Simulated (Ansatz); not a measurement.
Computed with DFT PBE, scalar-relativistic, plane waves, PAW in Ansatz. All cells share a 420 eV cutoff and Γ-centred k meshes spaced about 0.3 Å⁻¹ or finer (0.25 for metals, 2π included). No spin polarisation in the final relaxations.

All energies are static (0 K, no zero-point motion). All come from trial cells, and lower structures may exist.

Problem. These unrelaxed guesses for Si₄BN₃ are each relaxed within their symmetry. Order them by the energy at which they end, lowest first.
1.

Space group I-42m (No. 121). a = 4.550 Å, b = 4.550 Å, c = 9.100 Å, α = 90.00°, β = 90.00°, γ = 90.00°
```csv
atom,site,symmetry,x,y,z
Si,8i,..m,0.7450,0.2550,0.1280
B,2a,-42m,0.0000,0.0000,0.0000
N,4d,-4..,0.0000,0.5000,0.2500
N,2b,-42m,0.5000,0.5000,0.0000
```

2.

Space group P3m1 (No. 156). a = 3.000 Å, b = 3.000 Å, c = 12.100 Å, α = 90.00°, β = 90.00°, γ = 120.00°
| atom | site | symmetry | x | y | z |
| --- | --- | --- | --- | --- | --- |
| Si | 1b | 3m. | 0.3333 | 0.6667 | 0.6780 |
| Si | 1c | 3m. | 0.6667 | 0.3333 | 0.0410 |
| Si | 1b | 3m. | 0.3333 | 0.6667 | 0.4830 |
| Si | 1c | 3m. | 0.6667 | 0.3333 | 0.2360 |
| B | 1a | 3m. | 0.0000 | 0.0000 | 0.3100 |
| N | 1c | 3m. | 0.6667 | 0.3333 | 0.7190 |
| N | 1b | 3m. | 0.3333 | 0.6667 | 0.0000 |
| N | 1a | 3m. | 0.0000 | 0.0000 | 0.4420 |

3.

Space group P-43m (No. 215). a = 4.550 Å, b = 4.550 Å, c = 4.550 Å, α = 90.00°, β = 90.00°, γ = 90.00°
```json
{"atom": "Si", "site": "4e", "symmetry": ".3m", "x": "0.7450", "y": "0.2550", "z": "0.7450"}
{"atom": "B", "site": "1a", "symmetry": "-43m", "x": "0.0000", "y": "0.0000", "z": "0.0000"}
{"atom": "N", "site": "3c", "symmetry": "-42.m", "x": "0.5000", "y": "0.5000", "z": "0.0000"}
```

4.

Space group P3m1 (No. 156). a = 2.900 Å, b = 2.900 Å, c = 14.000 Å, α = 90.00°, β = 90.00°, γ = 120.00°
```
atom  site  symmetry       x       y       z
  Si    1c       3m. 0.6667  0.3333  0.4960
  Si    1c       3m. 0.6667  0.3333  0.3290
  Si    1b       3m. 0.3333  0.6667  0.0430
  Si    1b       3m. 0.3333  0.6667  0.2110
   B    1a       3m. 0.0000  0.0000  0.7700
   N    1b       3m. 0.3333  0.6667  0.7700
   N    1a       3m. 0.0000  0.0000  0.5390
   N    1a       3m. 0.0000  0.0000  0.0000
```

Solution. 4 (ends in P3m1, 0 meV/atom), 2 (ends in P3m1, 47 meV/atom), 3 (ends in P-43m, 80 meV/atom), 1 (ends in I-42m, 104 meV/atom).

No dispersion correction is applied, so the spacing and binding between layers, chains or molecules are poorly described (P3m1 at 13.5 Å³/atom, P3m1 at 12.1 Å³/atom), and this can change margins and order among such cells. A magnetic state wasn't ruled out in cells without spin, among them P3m1 at 12.1 Å³/atom. Cells relaxed within their symmetry can be saddle points; a later kick test found a lower structure for Si4BN3 P3m1.

Some structure types and database cells were kept out of the candidates from the start, so a known form may be missing.
